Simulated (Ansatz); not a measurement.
SiC:
```xyz
2
Lattice="2.6191 0.0000 0.0000 0.0000 2.6191 0.0000 0.0000 0.0000 2.6191" Properties=species:S:1:pos:R:3 pbc="T T T"
Si     0.0000     0.0000     0.0000
C      1.3095     1.3095     1.3095
```

Relaxed with r²SCAN. Special points in fractions of this cell's reciprocal vectors: Γ (0.000, 0.000, 0.000); X (0.000, 0.500, 0.000); M (0.500, 0.500, 0.000); R (0.500, 0.500, 0.500).

Task: List the band energies nearest the Fermi level at these points for r²SCAN (plane waves, PAW; program Ansatz).

Result: In eV from the Fermi level; about four levels below and three above (degenerate sets whole), none deeper than 8.9 eV; … stands for higher levels left out; points with the same levels are listed once.

| k | below | above |
|---|---|---|
| Γ | -1.26 -1.26 -1.26 | 1.98 5.09 5.09 |
| X | – | 0.90 0.90 5.48 |
| M | -8.67 -8.67 -5.68 | 2.60 9.61 9.61 |
| R | -4.83 -4.83 -4.83 -1.77 -1.77 -1.77 | … |

Space group Pm-3m (CsCl type). A made-up cell: these elements were put on the sites of a structure type; neither database checked (COD, Materials Project) lists it. It is not the phase usual at ambient conditions (space group No. 186, 216). The cell was relaxed with r²SCAN under the symmetry of its start. At this level the phase is mechanically unstable.

Potentials: the later of the program's two PAW sets.
